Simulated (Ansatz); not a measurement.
Here is the system:

InPd3:
```xyz
4
Lattice="3.9312 0.0000 0.0000 0.0000 3.9312 0.0000 0.0000 0.0000 3.9312" Properties=species:S:1:pos:R:3 pbc="T T T"
In     0.0000     0.0000     0.0000
Pd     1.9656     1.9656     0.0000
Pd     0.0000     1.9656     1.9656
Pd     1.9656     0.0000     1.9656
```

This is the LDA-relaxed structure.

### Question
All from the program Ansatz at the LDA level (PAW), unless another level is named. Estimate the formation energy from the elements (no fitted shifts).

### Answer
-0.46 eV/atom.

### Question
Give the density of states at the Fermi level.

### Answer
0.82 states/eV per atom (mean over ±0.08 eV).

Space group Pm-3m (Cu3Au type). The first step of the workflow began from a Materials Project structure, measured or hypothetical; the Crystallography Open Database copy checked does not list it. With In and Pd taken as one species the cell has the higher symmetry Fm-3m, so it may be an ordered model of a mixed-site phase. Its standing as an ambient phase is unchecked. The LDA relaxation kept the symmetry of its start; of distortions, only those at the zone centre were tested. The run is not spin-polarised. The references are the lowest solids computed at this level, not always the standard phases. Spin–orbit coupling is left out wherever it is not named.

Potentials: the later of the program's two PAW sets.
